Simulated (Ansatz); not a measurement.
GaAs:
```
GaAs
1.0
    0.00000     2.65189     2.65189
    2.65189     0.00000     2.65189
    2.65189     2.65189     0.00000
As Ga
1 1
Cartesian
  0.00000   0.00000   0.00000
  2.65189   2.65189   2.65189
```

Relaxed with PBEsol. Special points in fractions of this cell's reciprocal vectors: Γ (0.000, 0.000, 0.000); X (0.500, 0.000, 0.500); U (0.625, 0.250, 0.625); K (0.375, 0.375, 0.750); L (0.500, 0.500, 0.500); W (0.500, 0.250, 0.750).

Question: List the band energies nearest the Fermi level at these points for PBEsol in the plane-wave PAW code Ansatz.

Answer: In eV from the Fermi level; about four levels below and three above (degenerate sets whole), none deeper than 8.9 eV; points with the same levels are listed once.

```json
[
 {"k": "Γ", "below": "–", "above": "0.06 0.06 0.06"},
 {"k": "X", "below": "-5.79 -3.57 -2.67 -2.67", "above": "3.46 10.44 10.44"},
 {"k": "U", "below": "-6.16 -5.17 -1.96 -0.45", "above": "6.03 7.22 8.68"},
 {"k": "L", "below": "-7.86", "above": "0.27 0.27 2.71"},
 {"k": "W", "below": "-5.82 -4.60 -4.60", "above": "2.54 4.19 7.67 7.67"}
]
```

Space group Fm-3m (rock salt). The start of the workflow was typed in or built on a structure type; neither database checked (COD, Materials Project) lists it. It is not the phase usual at ambient conditions (space group No. 216). Symmetry was held in the PBEsol relaxation; of distortions, only those at the zone centre were tested. Spin–orbit coupling is left out wherever it is not named.

Potentials: the later of the program's two PAW sets.
